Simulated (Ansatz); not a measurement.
Consider the following.

AlCo$_{3}$N:
```cif
data_AlCo3N
_chemical_formula_sum 'Al1 N1 Co3'
_space_group_name_H-M_alt 'P 1'
_space_group_IT_number 1
_cell_length_a 3.73760
_cell_length_b 3.73760
_cell_length_c 3.73760
_cell_angle_alpha 90.000
_cell_angle_beta 90.000
_cell_angle_gamma 90.000
loop_
_space_group_symop_operation_xyz
  'x, y, z'
loop_
_atom_site_label
_atom_site_type_symbol
_atom_site_fract_x
_atom_site_fract_y
_atom_site_fract_z
_atom_site_occupancy
Al1 Al 0.00000 0.00000 0.00000 1
N1 N 0.50000 0.50000 0.50000 1
Co1 Co 0.00000 0.50000 0.50000 1
Co2 Co 0.50000 0.50000 0.00000 1
Co3 Co 0.50000 0.00000 0.50000 1
```
The run is spin-polarised; directions of the spins, atom by atom: 0 0 ↑ ↑ ↑.

This is the PBE-relaxed structure.

Problem. All from plane-wave PAW PBE (Ansatz code), unless another level is named. Estimate the electronic character.

Solution. metallic (no gap).

Problem. What about the density of states at the Fermi level?

Solution. 0.55 states/eV per atom (mean over ±0.08 eV).

Problem. Next, the formation energy from the elements (no fitted shifts)?

Solution. -0.23 eV/atom.

Space group Pm-3m (anti-perovskite). The cell is a constructed one: a structure type filled with these elements; neither database checked (COD, Materials Project) lists it. Whether it is the stable phase at ambient conditions was not checked. Symmetry was held in the PBE relaxation; its stability against distortions is not shown here. Magnetic state: ferromagnetic, the only order run, not a proven ground state. No Hubbard U is applied. The references are the lowest solids computed at this level, not always the standard phases (solids in place of the gases).

Potentials: the earlier of the program's two PAW sets.
